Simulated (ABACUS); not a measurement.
ABACUS run on CaP (P-62m, 12 atoms in the cell; from Materials Project mp-1345, changed as shown): self-consistent single point.

Computed with LDA (PW92), PseudoDojo 0.4 standard norm-conserving LDA (tails mended) pseudopotentials (plane waves; ABACUS 3.10.1).

The change in words: lattice scaled by 0.98. Reference geometry (P-62m):
```yaml
crystal:
  lattice:
    - [7.65361, 0.00000, 0.00000]
    - [-3.82680, 6.62822, 0.00000]
    - [0.00000, 0.00000, 5.72148]
  atoms:
    - { symbol: Ca, position: [0.00000, 0.64260, 0.50000] }
    - { symbol: Ca, position: [0.64260, 0.00000, 0.50000] }
    - { symbol: Ca, position: [0.35740, 0.35740, 0.50000] }
    - { symbol: Ca, position: [0.00000, 0.30822, 0.00000] }
    - { symbol: Ca, position: [0.30822, 0.00000, 0.00000] }
    - { symbol: Ca, position: [0.69178, 0.69178, 0.00000] }
    - { symbol: P, position: [0.66667, 0.33333, 0.20045] }
    - { symbol: P, position: [0.66667, 0.33333, 0.79955] }
    - { symbol: P, position: [0.33333, 0.66667, 0.20045] }
    - { symbol: P, position: [0.33333, 0.66667, 0.79955] }
    - { symbol: P, position: [0.00000, 0.00000, 0.69531] }
    - { symbol: P, position: [0.00000, 0.00000, 0.30469] }
```

Reference input (self-consistent single point, DFT, LDA (PW92), plane waves, PseudoDojo 0.4 standard norm-conserving LDA (tails mended) pseudopotentials): KPT = MP 3 3 3 0 0 0; basis_type = pw; dft_functional = PWLDA; ecutwfc = 72 Ry; smearing_method = fd; smearing_sigma = 0.000734986 Ry; potentials = PseudoDojo 0.4 standard norm-conserving LDA (tails mended); symmetry = 1; symmetry_prec = 1e-05; ks_solver = dav; scf_nmax = 100; scf_thr = 1.0e-09 Ry. This run's input differs from it in these lines:

```diff
@@ -27,5 +27,5 @@
 LATTICE_VECTORS
-  14.4632267647    0.0000000000    0.0000000000
-  -7.2316133823   12.5255223835    0.0000000000
-   0.0000000000    0.0000000000   10.8120302275
+  14.1739626073    0.0000000000    0.0000000000
+  -7.0869813037   12.2750127295    0.0000000000
+   0.0000000000    0.0000000000   10.5957888671
 
@@ -37,8 +37,8 @@
 6
-  -2.4591048930    4.2592948146    2.8607400000 1 1 1
-   4.9182097860    0.0000000000    2.8607400000 1 1 1
-   1.3677001070    2.3689261854    2.8607400000 1 1 1
-  -1.1794978371    2.0429502766    0.0000000000 1 1 1
-   2.3589956742    0.0000000000    0.0000000000 1 1 1
-   2.6473071629    4.5852707234    0.0000000000 1 1 1
+  -2.4099228594    4.1741091882    2.8035250000 1 1 1
+   4.8198457188    0.0000000000    2.8035250000 1 1 1
+   1.3403461406    2.3215478118    2.8035250000 1 1 1
+  -1.1559079112    2.0020914005    0.0000000000 1 1 1
+   2.3118158224    0.0000000000    0.0000000000 1 1 1
+   2.5943610888    4.4935655995    0.0000000000 1 1 1
 
@@ -47,8 +47,8 @@
 6
-   3.8268088268    2.2094047906    1.1468706660 1 1 1
-   3.8268088268    2.2094047906    4.5746093340 1 1 1
-  -0.0000038268    4.4188162094    1.1468706660 1 1 1
-  -0.0000038268    4.4188162094    4.5746093340 1 1 1
-   0.0000000000    0.0000000000    3.9782022588 1 1 1
-   0.0000000000    0.0000000000    1.7432777412 1 1 1
+   3.7502727503    2.1652168348    1.1239331725 1 1 1
+   3.7502727503    2.1652168348    4.4831168275 1 1 1
+  -0.0000037503    4.3304401652    1.1239331725 1 1 1
+  -0.0000037503    4.3304401652    4.4831168275 1 1 1
+   0.0000000000    0.0000000000    3.8986379355 1 1 1
+   0.0000000000    0.0000000000    1.7084120645 1 1 1
 # file: KPT
```

Log, with long lists cut:

```
 SELF-CONSISTENT
 -------------------------------------------

                                 init_chg = atomic

 PW ALGORITHM --------------- ION=   1  ELEC=   1--------------------------------

 Notice: Threshold on eigenvalues was too large.

 Density error is 0.409801360237
                          Error Threshold = 0.000494014652606
 E_KohnSham     -548.4933920266      -7462.6354469101
 E_Fermi        0.5686533676         7.7369259856

 PW ALGORITHM --------------- ION=   1  ELEC=   2--------------------------------

 Density error is 0.0804003866786
                          Error Threshold = 0.000455334844708
   [... lines left out ...]

 Density error is 2.50954536681e-09
                          Error Threshold = 1.08112041621e-10
 E_KohnSham     -548.5909665086      -7463.9630158436
 E_Fermi        0.5766866347         7.8462241918

 PW ALGORITHM --------------- ION=   1  ELEC=   9--------------------------------

 Density error is 1.4592894272e-10
                          Error Threshold = 2.7883837409e-12
 E_KohnSham     -548.5909665101      -7463.9630158644
 E_KS(sigma->0) -548.5909665101      -7463.9630158644
 E_entropy(-TS) -0.0000000000        -0.0000000000
 E_Fermi        0.5766845248         7.8461954850
 charge density convergence is achieved
 final etot is -7463.9630159 eV
 EFERMI = 7.846195485 eV

 STATE ENERGY(eV) AND OCCUPATIONS    NSPIN == 1
   [... 52 lines left out ...]

 TOTAL-FORCE (eV/Angstrom)
                       Ca1         0.0052568260        -0.0091050905         0.0000000000
                       Ca2        -0.0105136520         0.0000000000         0.0000000000
                       Ca3         0.0052568260         0.0091050905         0.0000000000
                       Ca4         0.0125970963        -0.0218188126         0.0000000000
                       Ca5        -0.0251941925         0.0000000000         0.0000000000
                       Ca6         0.0125970963         0.0218188126         0.0000000000
                        P1         0.0000000000         0.0000000000         0.4548063726
   [... lines left out ...]

 TOTAL-STRESS (KBAR)
        -7.8884070678        -0.0000000000         0.0000000000
        -0.0000000000        -7.8884057320         0.0000000000
         0.0000000000         0.0000000000         0.5920206003
 TOTAL-PRESSURE: -5.061597 KBAR

 --------------------------------------------
 !FINAL_ETOT_IS -7463.9630158644258699 eV
 --------------------------------------------
```

The run converged in 9 iterations. Against the reference run the free energy falls by 20.1 meV/atom, the pressure goes from -3.85 to -0.51 GPa and the largest force goes from 0.215 to 0.489 eV/Å.

The structure comes from a collection of computed structures, made at another level of theory; the collection holds predicted forms beside known ones.

Cost on one core: very roughly 2.6 core-minutes.

“Tails mended”: in these copies of the files the far tail of each local potential was reset to the Coulomb form.
